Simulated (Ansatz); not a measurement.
## Mg$_{6}$Ni$_{16}$Ge$_{7}$, first-principles data

Mg6Ni16Ge7:
```xyz
29
Lattice="0.0000 5.7181 5.7181 5.7181 0.0000 5.7181 5.7181 5.7181 0.0000" Properties=species:S:1:pos:R:3 pbc="T T T"
Mg     5.7181     5.7181     8.0659
Mg     5.7181     5.7181     3.3703
Mg     8.0659     5.7181     5.7181
Mg     3.3703     5.7181     5.7181
Mg     5.7181     8.0659     5.7181
Mg     5.7181     3.3703     5.7181
Ni     1.9370     3.7812     1.9370
Ni     9.4993     7.6551     9.4993
Ni     7.6551     7.6551     7.6551
Ni     3.7812     3.7812     3.7812
Ni     3.7812     1.9370     1.9370
Ni     7.6551     9.4993     9.4993
Ni     9.4993     9.4993     7.6551
Ni     1.9370     1.9370     3.7812
Ni     4.3622     1.3559     4.3622
Ni     7.0740    10.0804     7.0740
Ni    10.0804    10.0804    10.0804
Ni     1.3559     1.3559     1.3559
Ni     1.3559     4.3622     4.3622
Ni    10.0804     7.0740     7.0740
Ni     7.0740     7.0740    10.0804
Ni     4.3622     4.3622     1.3559
Ge     0.0000     0.0000     0.0000
Ge     2.8591     2.8591     0.0000
Ge     2.8591     2.8591     5.7181
Ge     0.0000     2.8591     2.8591
Ge     5.7181     2.8591     2.8591
Ge     2.8591     0.0000     2.8591
Ge     2.8591     5.7181     2.8591
```

Space group Fm-3m (No. 225); conventional cell a = 11.436 Å, b = 11.436 Å, c = 11.436 Å, α = 90.00°, β = 90.00°, γ = 90.00°.

Method: r²SCAN in the plane-wave PAW code Ansatz. Structure relaxed to zero pressure with the same functional. Other levels are named where they apply.

### Cell and energy

```
Property                                                       Value
-----------------------------------------------------  -------------
Volume per atom                                             12.89 Å³
Density                                                   7.08 g/cm³
Formation energy from the elements (no fitted shifts)  -358 meV/atom
```

### Electronic structure

```
Property                                                                    Result
------------------------------------  --------------------------------------------
Electronic character                                             metallic (no gap)
Density of states at the Fermi level  0.68 states/eV per atom (mean over ±0.08 eV)
```

The first step of the workflow began from a Materials Project structure, measured or hypothetical; the Crystallography Open Database copy checked does not list it. Whether it is the stable phase at ambient conditions was not checked. The r²SCAN relaxation kept the symmetry of its start; whether a distortion lowers the energy is not shown. No spin polarisation was allowed. The references are the lowest solids computed at this level, not always the standard phases. Scalar-relativistic: spin–orbit coupling is off unless named, which matters more the heavier the elements.

Potentials: the later of the program's two PAW sets.
